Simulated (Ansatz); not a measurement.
Polymorphs of TiO, each relaxed with the program Ansatz at the r²SCAN level (PAW):

A: C2/m
a = 9.292 Å, b = 4.129 Å, c = 5.837 Å, α = 90.00°, β = 107.42°, γ = 90.00°

| atom | site | symmetry | x | y | z |
|---|---|---|---|---|---|
| Ti | 2c | 2/m | 0.5000 | 0.5000 | 0.5000 |
| Ti | 4i | m | 0.3412 | 0.0000 | 0.1774 |
| Ti | 4i | m | 0.1449 | 0.5000 | 0.3278 |
| O | 4i | m | 0.1742 | 0.0000 | 0.3469 |
| O | 4i | m | 0.3235 | 0.5000 | 0.1691 |
| O | 2b | 2/m | 0.0000 | 0.5000 | 0.0000 |

B: P-62m
a = b = 4.978 Å, c = 2.868 Å, α = β = 90.00°, γ = 120.00°

| atom | site | symmetry | x | y | z |
|---|---|---|---|---|---|
| Ti | 2d | -6.. | 0.3333 | 0.6667 | 0.5000 |
| Ti | 1a | -62m | 0.0000 | 0.0000 | 0.0000 |
| O | 3f | m2m | 0.0000 | 0.3943 | 0.0000 |

Question: Put the candidates in order of energy per atom at 0 K, lowest first, for r²SCAN.

Answer: B (+0 meV/atom), A (+56 meV/atom)

Standing as an ambient phase not checked: A; B. All cells were relaxed under the symmetry of their starts (and spin orders); stability against distortions was not tested throughout. Rows with no word on spin ran without spin polarisation.

Energies hold the estimated change up to a 700 eV cutoff; steps of a few meV lie near the error of the meshes.

Potentials: the later of the program's two PAW sets.
